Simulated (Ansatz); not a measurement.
Au:
```cif
data_Au2
_chemical_formula_sum 'Au2'
_space_group_name_H-M_alt 'Im-3m'
_space_group_IT_number 229
_space_group_name_Hall '-I 4 2 3'
_cell_length_a 3.24215
_cell_length_b 3.24215
_cell_length_c 3.24215
_cell_angle_alpha 90.000
_cell_angle_beta 90.000
_cell_angle_gamma 90.000
loop_
_atom_site_label
_atom_site_type_symbol
_atom_site_symmetry_multiplicity
_atom_site_Wyckoff_symbol
_atom_site_fract_x
_atom_site_fract_y
_atom_site_fract_z
_atom_site_occupancy
Au1 Au 2 a 0.00000 0.00000 0.00000 1
```
(The calculation used a cell of 1 atom; values per cell refer to that cell.)

Relaxed with PBEsol.

Which orbitals make up the states near the Fermi level in DFT-PBEsol in the program Ansatz with PAW potentials?

Within 0.5 eV of the Fermi level: Au 6s 40 %, Au 5d 36 %, outside the projected shells 24 %. Projections are on Löwdin-orthogonalised atomic valence shells; empty p or d shells of many metals are not among them.

Tabulate the density of states.

States/eV per cell of 1 atom, in 0.25 eV bins, energy from the Fermi level.

| E (eV) | total | Au 5d | Au 6s |
|---|---|---|---|
| -7.85 | 0.18 | 0.02 | 0.16 |
| -7.60 | 0.23 | 0.04 | 0.18 |
| -7.35 | 0.35 | 0.12 | 0.23 |
| -7.10 | 0.92 | 0.56 | 0.35 |
| -6.85 | 0.99 | 0.66 | 0.32 |
| -6.60 | 1.28 | 0.99 | 0.29 |
| -6.35 | 1.75 | 1.50 | 0.24 |
| -6.10 | 1.55 | 1.39 | 0.15 |
| -5.85 | 1.89 | 1.83 | 0.04 |
| -5.60 | 2.49 | 2.45 | 0.02 |
| -5.35 | 2.49 | 2.43 | 0.03 |
| -5.10 | 1.71 | 1.64 | 0.06 |
| -4.85 | 2.39 | 2.22 | 0.13 |
| -4.60 | 1.93 | 1.73 | 0.15 |
| -4.35 | 1.07 | 0.95 | 0.09 |
| -4.10 | 0.93 | 0.83 | 0.06 |
| -3.85 | 1.00 | 0.92 | 0.05 |
| -3.60 | 1.63 | 1.56 | 0.05 |
| -3.35 | 2.26 | 2.20 | 0.04 |
| -3.10 | 3.02 | 2.97 | 0.03 |
| -2.85 | 3.07 | 3.04 | 0.02 |
| -2.60 | 3.55 | 3.47 | 0.06 |
| -2.35 | 1.57 | 1.47 | 0.09 |
| -2.10 | 1.29 | 1.17 | 0.09 |
| -1.85 | 1.23 | 1.12 | 0.08 |
| -1.60 | 0.83 | 0.73 | 0.08 |
| -1.35 | 0.34 | 0.24 | 0.09 |
| -1.10 | 0.27 | 0.15 | 0.10 |
| -0.85 | 0.27 | 0.13 | 0.10 |
| -0.60 | 0.28 | 0.12 | 0.11 |
| -0.35 | 0.28 | 0.11 | 0.11 |
| -0.10 | 0.28 | 0.10 | 0.11 |
| 0.15 | 0.28 | 0.09 | 0.11 |
| 0.40 | 0.28 | 0.09 | 0.12 |
| 0.65 | 0.27 | 0.08 | 0.12 |
| 0.90 | 0.27 | 0.07 | 0.11 |
| 1.15 | 0.27 | 0.06 | 0.11 |
| 1.40 | 0.26 | 0.05 | 0.11 |
| 1.65 | 0.26 | 0.05 | 0.11 |
| 1.90 | 0.25 | 0.04 | 0.11 |
| 2.15 | 0.25 | 0.04 | 0.12 |
| 2.40 | 0.24 | 0.03 | 0.12 |
| 2.65 | 0.25 | 0.03 | 0.14 |
| 2.90 | 0.36 | 0.03 | 0.25 |
| 3.15 | 0.23 | 0.02 | 0.15 |
| 3.40 | 0.19 | 0.02 | 0.13 |
| 3.65 | 0.39 | 0.05 | 0.27 |
| 3.90 | 0.38 | 0.04 | 0.23 |
| 4.15 | 0.34 | 0.03 | 0.17 |
| 4.40 | 0.33 | 0.02 | 0.13 |
| 4.65 | 0.36 | 0.02 | 0.11 |

The workflow started from a Materials Project entry (that database holds measured and hypothetical structures alike); the Crystallography Open Database copy checked does not list it. It is not the phase usual at ambient conditions (space group No. 225). Symmetry was held in the PBEsol relaxation. At this level the phase is mechanically unstable. Scalar-relativistic: spin–orbit coupling is off unless named, which matters more the heavier the elements.

Potentials: the later of the program's two PAW sets.
